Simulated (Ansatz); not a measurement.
AgCl:
```yaml
crystal:
  lattice:
    - [0.00000, 2.72371, 2.72371]
    - [2.72371, 0.00000, 2.72371]
    - [2.72371, 2.72371, 0.00000]
  atoms:
    - { symbol: Ag, position: [0.50000, 0.50000, 0.50000] }
    - { symbol: Cl, position: [0.00000, 0.00000, 0.00000] }
```

Relaxed with PBEsol.

Question: Give the optical modes at the zone centre with their infrared activity from DFPT, plane-wave PAW PBEsol (Ansatz code).

Answer: Transverse frequencies, without the LO–TO term; a row sums one degenerate level.

| ω (cm⁻¹) | degeneracy | IR ((D/Å)²/amu) | activity | symmetry |
|---|---|---|---|---|
| 116 | 3 | 5.26 | IR | T1u |

Question: How high does the top mode go among those that the LO–TO term moves?

Answer: 174 cm⁻¹ for q along x.

Space group Fm-3m (rock salt). Symmetry was held in the PBEsol relaxation; of distortions, only those at the zone centre were tested. No spin polarisation was allowed.

Potentials: the later of the program's two PAW sets.
